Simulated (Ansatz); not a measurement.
Input, command and steps of an Ansatz relaxation.

```yaml
crystal:
  lattice:
    - [4.2546761845, 0.0, 0.0]
    - [-2.1273380922, 3.6846576606, 0.0]
    - [0.0, 0.0, 6.8137171859]
  atoms:
    - { symbol: Ca, position: [0.3333333333, 0.6666666667, 0.0] }
    - { symbol: Ca, position: [0.6666666667, 0.3333333333, 0.5] }
    - { symbol: Cl, position: [0.3333333333, 0.6666666667, 0.3821] }
    - { symbol: Cl, position: [0.6666666667, 0.3333333333, 0.8821] }
basis:
  ecutwfc: 420
kpoints:
  mp_grid: { grid: [6, 6, 4] }
hamiltonian:
  xc: pbe
scf:
  occupations: { method: gaussian, width: 0.1 }
  lower_state_search: "off"
output:
  forces: true
  stress: true
  eigenvalues: true
relax:
  adjacent_minimum: "off"
  f_tol: 0.04
  max_steps: 70
  cell: { stress_tol: 0.4 }
```

```bash
ansatz run input.yaml --threads 1 --pin off --max-ram 2560MiB --backend cpu --events-out ev --progress --plain --runs-dir out
```

Computed with Ansatz, DFT PBE, scalar-relativistic, plane waves, PAW.

Of 5 frames 5 are shown, positions in Å and forces in eV/Å; the SCF threshold varies from step to step. Steps run on the plane waves of an earlier cell, with a Pulay correction in the pressure. The basis is chosen afresh for the last frame, the zero of the energies, and at times for earlier ones too; energy and pressure step there, also at an unchanged geometry.

```xyz
4
Lattice="4.2547 0.0000 0.0000 -2.1273 3.6847 0.0000 0.0000 0.0000 6.8137" Properties=species:S:1:pos:R:3:forces:R:3 pbc="T T T" step=1 free_energy_over_end_meV_per_atom=164.22 pressure_GPa=8.41
Ca    0.0000    2.4564    0.0000    0.0000    0.0000   -0.0786
Ca    2.1273    1.2282    3.4069    0.0000    0.0000   -0.0786
Cl    0.0000    2.4564    2.6035    0.0000    0.0000    0.0785
Cl    2.1273    1.2282    6.0104    0.0000    0.0000    0.0785
4
Lattice="4.4621 0.0000 0.0000 -2.2310 3.8643 0.0000 0.0000 0.0000 7.1216" Properties=species:S:1:pos:R:3:forces:R:3 pbc="T T T" step=2 free_energy_over_end_meV_per_atom=29.37 pressure_GPa=2.89
Ca    0.0000    2.5762   -0.0092    0.0000    0.0000   -0.0442
Ca    2.2310    1.2881    3.5516    0.0000    0.0000   -0.0442
Cl    0.0000    2.5762    2.7304    0.0000    0.0000    0.0443
Cl    2.2310    1.2881    6.2912    0.0000    0.0000    0.0443
4
Lattice="4.5819 0.0000 0.0000 -2.2910 3.9681 0.0000 0.0000 0.0000 7.3279" Properties=species:S:1:pos:R:3:forces:R:3 pbc="T T T" step=3 free_energy_over_end_meV_per_atom=2.29 pressure_GPa=0.58
Ca    0.0000    2.6454   -0.0156    0.0000    0.0000   -0.0206
Ca    2.2910    1.3227    3.6484    0.0000    0.0000   -0.0206
Cl    0.0000    2.6454    2.8155    0.0000    0.0000    0.0204
Cl    2.2910    1.3227    6.4795    0.0000    0.0000    0.0204
4
Lattice="4.6089 0.0000 0.0000 -2.3044 3.9914 0.0000 0.0000 0.0000 7.4033" Properties=species:S:1:pos:R:3:forces:R:3 pbc="T T T" step=4 free_energy_over_end_meV_per_atom=0.66 pressure_GPa=0.09
Ca    0.0000    2.6609   -0.0168    0.0000    0.0000   -0.0069
Ca    2.3044    1.3305    3.6849    0.0000    0.0000   -0.0069
Cl    0.0000    2.6609    2.8456    0.0000    0.0000    0.0068
Cl    2.3044    1.3305    6.5472    0.0000    0.0000    0.0068
4
Lattice="4.6089 0.0000 0.0000 -2.3044 3.9914 0.0000 0.0000 0.0000 7.4033" Properties=species:S:1:pos:R:3:forces:R:3 pbc="T T T" step=5 free_energy_over_end_meV_per_atom=0.00 pressure_GPa=0.12
Ca    0.0000    2.6609   -0.0168    0.0000    0.0000   -0.0069
Ca    2.3044    1.3305    3.6849    0.0000    0.0000   -0.0069
Cl    0.0000    2.6609    2.8456    0.0000    0.0000    0.0069
Cl    2.3044    1.3305    6.5472    0.0000    0.0000    0.0069
```

The start puts this composition into another compound's structure type, which needn't suit it. At the end the space group is P6_3mc (tolerance 0.05 Å).

Time: 31 s on 1 thread of Arm Neoverse V1, on a shared host, peak memory 0.34 GiB.

The k mesh is coarse.